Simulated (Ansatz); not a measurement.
A trial structure of MgW was built thus: random cell by space group and Wyckoff sites (Cmmm, No. 65). The dimensions are guesses.

```yaml
crystal:
  lattice:
    - [2.84183, -3.77165, 0.00000]
    - [2.84183, 3.77165, 0.00000]
    - [0.00000, 0.00000, 3.25049]
  atoms:
    - { symbol: Mg, position: [0.50000, 0.50000, 0.00000] }
    - { symbol: W, position: [0.00000, 0.00000, 0.00000] }
```

The calculation used Ansatz, DFT PBE, scalar-relativistic, plane waves, PAW. Cutoff 420 eV, Gaussian smearing, Γ-centred meshes. Cell and atoms relax first on a coarse mesh and then on a finer one. In between, the cell is made exact in the group found at 0.06 Å. In metals the finer mesh still leaves noise of several meV/atom or more. The steps can't lower the symmetry of their start. No spin polarisation.

A guess keeps its type if space group and coordination stay and the shape of the cell changes little (axis ratios within about 15 %, angles within 6°); the volume may change.

**Question.** Does it keep its structure type, or change into something else?

**Answer.** It doesn't keep its type. The symmetry goes from Cmmm (No. 65) to P4/mmm (No. 123). The volume per atom shrinks by 44.4 %, from 34.8 to 19.4 Å³. The shortest distance goes from 2.84 Å (Mg–W) to 2.59 Å (Mg–Mg and W–W). Counting neighbours within 15 % of an atom's shortest distance, the start has Mg 4, W 4 and the end Mg 6, W 6. In detail, at the end around Mg lie 2 Mg at 2.59 Å and 4 W at 2.73 Å; W has 2 W at 2.59 Å and 4 Mg at 2.73 Å.

```
CELL_PARAMETERS angstrom
3.86637 0.00000 0.00000
0.00000 3.86637 0.00000
0.00000 0.00000 2.59004
ATOMIC_POSITIONS crystal
Mg 0.50000 0.50000 0.00000
W 0.00000 0.00000 0.00000
```

The zero of energy is the elements' standard structures at the same level; no fitted shifts are applied.

**Question.** At what energy does it end?

**Answer.** +1.55 eV/atom. It can't be a ground state, since the elements alone are lower.

The last run used a 14×14×22 mesh (in the run's order of axes) for its 2-atom cell and Gaussian smearing of 0.10 eV. Spin–orbit coupling, which can matter for W, is left out. A structure relaxed within its symmetry needn't be a true minimum.
